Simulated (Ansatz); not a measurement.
The calculation used DFT r2SCAN, scalar-relativistic, plane waves, PAW in Ansatz 0.2.0.

Structure of Ti3Sn:

```
Ti Sn
1.0
     2.86556   -5.24756    0.00000
     2.86556    5.24756    0.00000
     0.00000    0.00000    4.73534
Ti Sn
6 2
Cartesian
  2.8656 3.3704 3.5515
  2.8656 -3.3704 1.1838
  1.3847 0.7669 3.5515
  1.3847 -0.7669 1.1838
  4.3464 -0.7669 1.1838
  4.3464 0.7669 3.5515
  2.8656 -1.7562 3.5515
  2.8656 1.7562 1.1838
```

Cutoff 500 eV; k points 8×8×8 on the computed 8-atom cell (Γ-centred); Gaussian smearing, width 0.10 eV; no spin polarisation.

Levels along Γ–Y–C0 | Σ0–Γ–Z–A0 | E0–T–Y | Γ–S–R–Z–T, in eV from the Fermi level, sorted by energy at each point. Points in fractions of the primitive reciprocal vectors: Γ (0.000 0.000 0.000), Y (-0.500 0.500 0.000), C0 (-0.325 0.675 0.000), Σ0 (0.325 0.325 0.000), Z (0.000 0.000 0.500), A0 (0.325 0.325 0.500), E0 (-0.325 0.675 0.500), T (-0.500 0.500 0.500), S (0.000 0.500 0.000), R (0.000 0.500 0.500).
```tsv
point	k (1/Å, with 2π)	band 48	band 49	band 50	band 51	band 52	band 53	band 54
Γ	0.000	-1.00	-0.76	-0.58	0.14	0.34	0.55	0.88
-	0.086	-0.99	-0.69	-0.59	0.15	0.33	0.55	0.88
-	0.171	-0.97	-0.62	-0.54	0.18	0.32	0.55	0.91
-	0.257	-0.93	-0.64	-0.37	0.21	0.29	0.55	0.95
-	0.342	-0.89	-0.67	-0.20	0.20	0.26	0.55	1.01
-	0.428	-0.76	-0.70	-0.07	0.18	0.22	0.55	1.06
-	0.513	-0.70	-0.61	0.03	0.17	0.19	0.55	1.06
Y	0.599	-0.67	-0.55	0.07	0.16	0.17	0.54	1.06
-	0.654	-0.66	-0.53	0.08	0.16	0.17	0.55	1.05
-	0.709	-0.62	-0.48	0.11	0.15	0.16	0.57	0.99
-	0.763	-0.56	-0.41	0.13	0.15	0.16	0.61	0.93
-	0.819	-0.48	-0.32	0.10	0.16	0.20	0.66	0.85
-	0.874	-0.40	-0.22	0.07	0.16	0.25	0.72	0.77
-	0.928	-0.35	-0.17	0.07	0.16	0.29	0.71	0.78
C0	0.983	-0.35	-0.20	0.15	0.15	0.33	0.73	0.84
Σ0	0.983	-0.35	-0.20	0.15	0.15	0.33	0.73	0.84
-	1.085	-0.50	-0.38	0.11	0.39	0.39	0.90	0.95
-	1.187	-0.66	-0.61	0.04	0.43	0.60	0.85	0.96
-	1.288	-0.77	-0.60	-0.08	0.46	0.68	0.70	0.84
-	1.390	-0.78	-0.58	-0.27	0.50	0.54	0.57	0.71
-	1.492	-0.77	-0.58	-0.53	0.35	0.42	0.53	0.77
-	1.593	-0.82	-0.76	-0.58	0.19	0.36	0.55	0.84
Γ	1.695	-1.00	-0.76	-0.58	0.14	0.34	0.55	0.88
-	1.790	-1.05	-0.80	-0.58	0.13	0.35	0.58	0.85
-	1.885	-1.02	-0.81	-0.56	0.10	0.37	0.66	0.77
-	1.979	-0.82	-0.71	-0.55	0.06	0.36	0.65	0.74
-	2.074	-0.70	-0.59	-0.56	0.00	0.28	0.50	0.61
-	2.169	-0.70	-0.57	-0.50	-0.07	0.10	0.34	0.37
-	2.264	-0.88	-0.51	-0.44	-0.14	-0.07	0.16	0.19
Z	2.358	-1.14	-0.45	-0.45	-0.15	-0.15	0.11	0.11
-	2.460	-0.99	-0.41	-0.41	-0.15	-0.15	0.11	0.11
-	2.562	-0.78	-0.29	-0.29	-0.18	-0.18	0.14	0.14
-	2.663	-0.60	-0.26	-0.26	-0.11	-0.11	0.23	0.23
-	2.765	-0.47	-0.35	-0.35	0.07	0.07	0.33	0.33
-	2.867	-0.47	-0.35	-0.35	0.24	0.24	0.40	0.40
-	2.968	-0.53	-0.29	-0.29	0.36	0.36	0.45	0.45
A0	3.070	-0.53	-0.30	-0.30	0.40	0.40	0.56	0.56
E0	3.070	-0.53	-0.30	-0.30	0.40	0.40	0.56	0.56
-	3.125	-0.53	-0.32	-0.32	0.41	0.41	0.59	0.59
-	3.180	-0.53	-0.35	-0.35	0.41	0.41	0.54	0.54
-	3.235	-0.53	-0.37	-0.37	0.39	0.39	0.48	0.48
-	3.290	-0.52	-0.39	-0.39	0.32	0.32	0.48	0.48
-	3.345	-0.50	-0.40	-0.40	0.25	0.25	0.48	0.48
-	3.400	-0.48	-0.40	-0.40	0.20	0.20	0.49	0.49
T	3.455	-0.47	-0.40	-0.40	0.19	0.19	0.49	0.49
-	3.550	-0.38	-0.36	-0.33	0.07	0.31	0.50	0.53
-	3.644	-0.35	-0.28	-0.26	0.06	0.42	0.57	0.58
-	3.739	-0.35	-0.33	-0.20	0.19	0.52	0.52	0.70
-	3.834	-0.41	-0.40	-0.12	0.34	0.38	0.60	0.63
-	3.929	-0.49	-0.48	-0.03	0.22	0.41	0.45	0.79
-	4.023	-0.60	-0.53	0.07	0.11	0.27	0.52	0.96
Y	4.118	-0.67	-0.55	0.07	0.16	0.17	0.54	1.06
Γ	4.118	-1.00	-0.76	-0.58	0.14	0.34	0.55	0.88
-	4.207	-0.89	-0.73	-0.58	0.17	0.35	0.55	0.86
-	4.297	-0.80	-0.59	-0.58	0.27	0.38	0.54	0.81
-	4.386	-0.79	-0.59	-0.35	0.41	0.42	0.53	0.78
-	4.475	-0.77	-0.60	-0.15	0.44	0.52	0.57	0.80
-	4.564	-0.73	-0.61	0.00	0.42	0.57	0.66	0.89
-	4.654	-0.64	-0.53	0.10	0.39	0.59	0.74	0.94
S	4.743	-0.65	-0.46	0.13	0.37	0.60	0.77	0.96
-	4.838	-0.65	-0.46	0.07	0.39	0.62	0.80	0.89
-	4.932	-0.64	-0.44	-0.05	0.42	0.64	0.83	0.88
-	5.027	-0.62	-0.39	-0.17	0.40	0.53	0.83	0.91
-	5.122	-0.61	-0.33	-0.24	0.33	0.38	0.74	0.79
-	5.217	-0.55	-0.27	-0.26	0.21	0.23	0.61	0.64
-	5.311	-0.50	-0.21	-0.21	0.06	0.08	0.52	0.53
R	5.406	-0.50	-0.15	-0.15	-0.04	-0.04	0.50	0.50
-	5.495	-0.48	-0.15	-0.15	-0.06	-0.06	0.47	0.47
-	5.585	-0.50	-0.18	-0.18	-0.10	-0.10	0.39	0.39
-	5.674	-0.58	-0.24	-0.24	-0.10	-0.10	0.28	0.28
-	5.763	-0.71	-0.31	-0.31	-0.10	-0.10	0.18	0.18
-	5.852	-0.87	-0.38	-0.38	-0.11	-0.11	0.12	0.12
-	5.942	-1.04	-0.43	-0.43	-0.14	-0.14	0.11	0.11
Z	6.031	-1.14	-0.45	-0.45	-0.15	-0.15	0.11	0.11
-	6.116	-1.08	-0.47	-0.47	-0.10	-0.10	0.11	0.11
-	6.202	-0.95	-0.50	-0.50	0.02	0.02	0.11	0.11
-	6.287	-0.82	-0.51	-0.51	0.12	0.12	0.15	0.15
-	6.373	-0.74	-0.48	-0.48	0.13	0.13	0.29	0.29
-	6.458	-0.61	-0.44	-0.44	0.15	0.15	0.40	0.40
-	6.544	-0.51	-0.41	-0.41	0.18	0.18	0.47	0.47
T	6.630	-0.47	-0.40	-0.40	0.19	0.19	0.49	0.49
```

Cost: 1 run of about 15 core-minutes, on Intel Xeon Processor @ 2.50GHz (Skylake/Cascade Lake) (shared hosts).